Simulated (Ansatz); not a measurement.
# TaAs (NbAs type, space group I4_1md): scan of one atom of the cell

Relaxed TaAs (NbAs type, space group I4_1md):

```
TaAs
1.0
   -1.73159     1.73159     5.86738
    1.73159    -1.73159     5.86738
    1.73159     1.73159    -5.86738
Ta As
2 2
Direct
  0.99912   0.99912   0.00000
  0.74912   0.24912   0.50000
  0.41688   0.41688   0.00000
  0.16688   0.66688   0.50000
```

Scan: atom 4 (As, nearest neighbour Ta at 2.622 Å; its periodic images, 3.5 Å or more away, move with it) is displaced along Cartesian [110], direction (0.707, 0.707, 0.000) in Cartesian axes, by s. The other atoms stay.

Level of theory: PBE (plane waves to 420 eV, PAW, scalar-relativistic; Ansatz, an electronic-structure program). k mesh 15×15×15 (Γ-centred), Fermi-Dirac smearing 0.05 eV. Energies are smeared free energies. Compression counts positive. With partly filled bands, energies and forces of such displacements shift with the k mesh and the smearing. F∥ is the force on the atom along that direction. F⊥ is the part of the force across the line. At this level the bands of TaAs touch or barely overlap. Spin-orbit coupling is left out, though Ta is heavy. TaAs is run without spin polarisation. TaAs was relaxed with its symmetry unable to fall. The PAW data are Ansatz's earlier set. The zero of ΔE is the undisplaced structure.

```csv
s (Å),ΔE (meV/cell),P (GPa),F∥ (eV/Å),|F⊥| (eV/Å)
-0.260,430,2.8,3.518,0.674
-0.208,269,1.8,2.698,0.488
-0.156,148,1.0,1.952,0.335
-0.104,65,0.4,1.265,0.207
-0.052,16,0.1,0.621,0.097
0.000,0,0.0,0.000,0.000
0.052,16,0.1,-0.621,0.097
0.104,65,0.4,-1.265,0.207
0.156,148,1.0,-1.952,0.335
0.208,269,1.8,-2.698,0.488
0.260,430,2.8,-3.518,0.674
```

What the scan shows:

| Property | Result |
|---|---|
| Energy at s = 0.260 Å | 430 meV/cell |
| Force along the line at s = -0.260 Å | 3.52 eV/Å |
| Symmetry of the curve | even: the same for both signs |
| Shape of the curve | a single well with its minimum at or next to zero displacement |
| Force constant k = d²E/ds² at s = 0 (finite differences) | 11.9 eV/Å² |
| Harmonic estimate at the end of the scan | ½ks² = 401 meV/cell against the computed 430 meV/cell, so the well is stiffer than harmonic there |

The 11 points together took very roughly 60 core-minutes.

(For displaced atoms, the force is minus the slope of the energy, and its curvature is a force constant, which sets phonon frequencies.)
